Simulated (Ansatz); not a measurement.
Input file for Ansatz (a first-principles code):

Ansatz 0.2 input:
```yaml
crystal:
  lattice:
    - [-1.4022463864, 1.4022463864, 1.4022463864]
    - [1.4022463864, -1.4022463864, 1.4022463864]
    - [1.4022463864, 1.4022463864, -1.4022463864]
  atoms:
    - { symbol: Fe, position: [0.0, 0.0, 0.0], spin: 2.17 }
kpoints:
  mp_grid: { grid: [36, 36, 36] }
hamiltonian:
  xc: pbe
  dispersion: d3bj
  pseudopotentials: { azcp: { folder: ./paw }, kind: paw }
magnetization: { spin_polarized: true }
scf:
  occupations: { method: fermi_dirac, width: 0.1 }
elastic: { mode: relaxed_ion, stencil: two_point, amplitude: 0.005, f_tol: 0.0005 }
```

Output (shortened):

```
Pseudopotential: Fe, paw, valence charge 16
Functional definition: PBE
a single point of the input's cell can leave the moments in the input for a lower state (scf.lower_state_search) …
Crystal: 1 atoms, lattice volume = 11.029 Å³
Basis set: ecut = 420 eV, 201 PW (Γ), exchange–correlation on 36×36×36 points (8 copies of the dense FFT grid, shifted against one another)
Bands: 14, of which v1, the nominal top of the filled ones, is band 8 counted from 1 (7 counted from 0)
Symmetry: 48 space group operations
Space group: Im-3m (ITA 229), of the structure as read, at distance tolerance 2.2e-5 Å
k-points: 1240 of 46656
Starting moments: Σ|m| = 2.17 μB on 1 of 1 site
SCF 1 converged in 9 iterations: F = -4480.866193 eV  dr2 = 2.19e-9
a single point of the input's cell can leave the moments in the input for a lower state (scf.lower_state_search) …
Crystal: 1 atoms, lattice volume = 11.029 Å³
Stability of the state it starts from, as read at its close in the collinear treatment …
Starting moments: Σ|m| = 2.17 μB on 1 of 1 site; this step starts from the density that it was given
SCF 2 converged in 8 iterations: F = -4480.866193 eV  dr2 = 4.22e-16
Crystal: 1 atoms, lattice volume = 10.974 Å³
Symmetry: 16 space group operations
k-points: 3349 of 46656
SCF 3 converged in 10 iterations: F = -4480.865777 eV  dr2 = 1.54e-14
Crystal: 1 atoms, lattice volume = 11.084 Å³
Basis set: ecut = 420 eV, 225 PW (Γ), exchange–correlation on 36×36×36 points (8 copies of the dense FFT grid, shifted against one another)
SCF 4 converged in 8 iterations: F = -4480.866080 eV  dr2 = 9.15e-14
Crystal: 1 atoms, lattice volume = 11.029 Å³
Basis set: ecut = 420 eV, 213 PW (Γ), exchange–correlation on 36×36×36 points (8 copies of the dense FFT grid, shifted against one another)
Symmetry: 8 space group operations
k-points: 6346 of 46656
SCF 5 converged in 9 iterations: F = -4480.866081 eV  dr2 = 3.97e-14
Crystal: 1 atoms, lattice volume = 11.029 Å³
SCF 6 converged in 7 iterations: F = -4480.866081 eV  dr2 = 2.77e-14
SCF converged after 8 iterations
Magnetization: 2.1153 μB (9.0577 up, 6.9423 down)
Absolute magnetization: 2.2210 μB (∫|ρ↑−ρ↓|, with the PAW one-centre terms)
Spin contamination: 0.0339 ħ² per cell (⟨S²⟩ above its minimum at these occupations)
Per-site moments (μB) at R_I (Å): [(2.1557085375615745, 1.0018643192145473)]
Free energy (F): -4480.866193 eV
Harris-Foulkes:  -4480.866193 eV  (|F-HF|=0.00e0)
Internal energy: -4480.835550 eV  (E = F + TS)
E sigma→0 (E₀):  -4480.850872 eV
Entropy (-TS):   -0.030644 eV (-30.644 meV/atom)
Fermi energy:    19.134317 eV
--- Per-component energies (eV) ---
  E_band       = -203.586633
  E_kinetic    = 331.496898
  E_local      = -2076.381918  (includes V_loc(G=0)·N_el)
  E_nonlocal   = 288.983652
  E_hartree    = 859.906030
  E_xc         = -111.093761
  E_vxc        = -142.744504  (∫ρ·V_xc dr)
  E_paw        = -1381.618033  (= ΣΔE_a)
  E_vpaw       = -324.751824  (= ΣTr[D̂ρ^β])
  E_aug_tail   = -0.000997  (compensation charges beyond the density's cutoff)
  E_ewald      = -2391.758686
  E_disp       = -0.368736  (pairwise vdW)
  E_smearing   = -0.030644  (= −TS)
  E_closure    = 0.000000  (closes the sum)
  Σ components = -4480.866193   (vs F -4480.866193, Δ=0.00e0)
--- Forces (eV/Å), atoms counted from 1 ---
  atom   1  Fe     0.00000000     0.00000000     0.00000000
  max |Σ_I F_I| component: 0.0 eV/Å
--- Stress (GPa, compression-positive) ---
        0.430031       0.000000       0.000000
        0.000000       0.430031       0.000000
        0.000000       0.000000       0.430031
  P = ⅓ Tr σ = 0.4300 GPa (4.300 kbar)
--- Band table (eV; the first three rows and the last of 2480) ---
  k-point 0 ↑: bands = ["-68.9912", "-34.7629", "-34.7629", "-34.7629", "10.3973", "16.7563", "16.7563", "16.7563", "18.0273", "18.0273", "43.7259", "43.7259", "43.7259", "49.3614"]
  k-point 1 ↑: bands = ["-68.9905", "-34.7665", "-34.7641", "-34.7629", "10.4302", "16.7469", "16.7558", "16.7745", "18.0175", "18.0281", "43.5311", "43.6914", "43.7137", "49.1906"]
  k-point 2 ↑: bands = ["-68.9885", "-34.7771", "-34.7676", "-34.7629", "10.5288", "16.7190", "16.7534", "16.8288", "17.9895", "18.0304", "42.9912", "43.5780", "43.6787", "48.8325"]
  k-point 1239 ↓: bands = ["-66.2673", "-32.6072", "-32.6072", "-32.6072", "15.8290", "15.8290", "21.4178", "21.4178", "21.4178", "29.3967", "29.3967", "29.3967", "36.1072", "36.1072"]
--- Elastic constants: 2 strain directions × 2 members + reference (group order 48) ---
  dense FFT box of the reference and of every strained cell: 18×18×18
  strains applied: 11, 23; error gains: componentwise 1.00 (the most a stress slope's error grows in a printed constant), spectral 1.73 (1 for all six strains …
  pairwise dispersion correction: d3bj (s6 = 1.0, s8 = 0.7875, a1 = 0.4289, a2_bohr = 4.4407), with the weights of each atom's references fixed at the …
  C = ∂σ_k/∂η_j (tension-positive GPa; Voigt order 11 22 33 23 13 12):
       305.466    164.233    164.233      0.000      0.000      0.000
       164.233    305.466    164.233      0.000      0.000      0.000
       164.233    164.233    305.466      0.000      0.000      0.000
         0.000      0.000      0.000    128.475      0.000      0.000
         0.000      0.000      0.000      0.000    128.475      0.000
         0.000      0.000      0.000      0.000      0.000    128.475
  reference stress σ⁰ (GPa):     -0.430     -0.430     -0.430      0.000      0.000      0.000
  moduli (Voigt/Reuss/Hill, GPa): K = 211.31/211.31/211.31   G = 105.33/96.76/101.05   E = 261.46   ν = 0.294
  mechanically stable: yes (min eigenvalue of sym C = 128.47 GPa)
  strain η (Voigt 11):  stress-route row diagonal C_11 = 305.47 GPa, energy-path curvature d²(F+E_count+ΔE)/dδ²/Ω₀ = 305.45 GPa
         δ    σ_11 (GPa)             F (eV)   n_scf  n_hpsi   n_pw
    -5.000e-3      -1.9902       -4480.8657774      10  2052374    236   relax 0 steps, max|allowed force component| 0.00e0 eV/Å
     5.000e-3       1.0644       -4480.8660801       8  1853853    236   relax 0 steps, max|allowed force component| 0.00e0 eV/Å
  strain η (Voigt 23):  stress-route row diagonal C_44 = 128.47 GPa, energy-path curvature d²(F+E_count+ΔE)/dδ²/Ω₀ = 128.72 GPa
         δ    σ_23 (GPa)             F (eV)   n_scf  n_hpsi   n_pw
    -5.000e-3      -0.6424       -4480.8660808       9  3789241    236   relax 0 steps, max|allowed force component| 0.00e0 eV/Å
     5.000e-3       0.6424       -4480.8660808       7  3058648    236   relax 0 steps, max|allowed force component| 0.00e0 eV/Å
```

Cost: roughly 14 core-minutes on shared cores.

Symmetry was held in the PBE+D3(BJ) relaxation. Magnetic state: ferromagnetic, chosen from 3 collinear starts compared on coarse meshes (ties went to the first, and starts can fall back to one state), not a proven ground state. Textbook magnetic order: ferromagnetic. The pairwise dispersion correction was not fitted to metals. As this level gives no gap, shear constants depend on the k-mesh and smearing (Fermi–Dirac, 0.1 eV here). On the denser mesh and wider smearing of the elastic run this cell carries a stress of 0.4 GPa.

Potentials: the earlier of the program's two PAW sets.

Ansatz is a plane-wave DFT program.
